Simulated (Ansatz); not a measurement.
## Notes on Ti$_{2}$Si$_{4}$Pd

```
Pd Si Ti
1.0
     5.82189    0.00000    0.00000
     0.00000    5.82189    0.00000
     0.00000    0.00000    3.38578
Pd Si Ti
1 4 2
Direct
  0.00000 0.00000 0.00000
  0.23000 0.23000 0.00000
  0.77000 0.23000 0.00000
  0.77000 0.77000 0.00000
  0.23000 0.77000 0.00000
  0.50000 0.00000 0.50000
  0.00000 0.50000 0.50000
```

The numbers come from plane-wave PAW DFT (Ansatz): PBE, no spin polarisation, 420 eV, 6×6×10 Γ-centred k points, fermi-dirac occupations (width 0.0127 eV). Nothing was relaxed.

(1) Where is the largest force?

(2) What does the stress say?

(3) Metal or insulator?

(4) What is the formation energy?

Origin: a known structure type with other elements, at an estimated volume, so it need not be a known compound. Caveats: atoms or cell far from equilibrium.

Results:

(1) The largest is on Si2 (and as large on other atoms): 13.71 eV/Å, components (9.70, 9.70, 0.00). It makes 180° with the line to a nearest neighbour, Pd1 at 1.89 Å, pointing away from it.

(2) The pressure is 39.8 GPa (compression positive), so with the atoms held at these fractions the cell would first expand; the forces are large, so a full relaxation may end otherwise. The principal stresses -0.1, 59.7, 59.7 GPa differ, so its shape would change too.

(3) It is a metal, with about 4.3 states/eV a cell as the mean within 0.25 eV of the Fermi level, mostly Ti d (56 %) and Si p (28 %).

(4) 1.32 eV an atom against the elements' usual phases (free molecules for gases, crystals otherwise, with no correction for O₂ or N₂), so at this geometry it isn't bound against them. Relaxing would lower it.
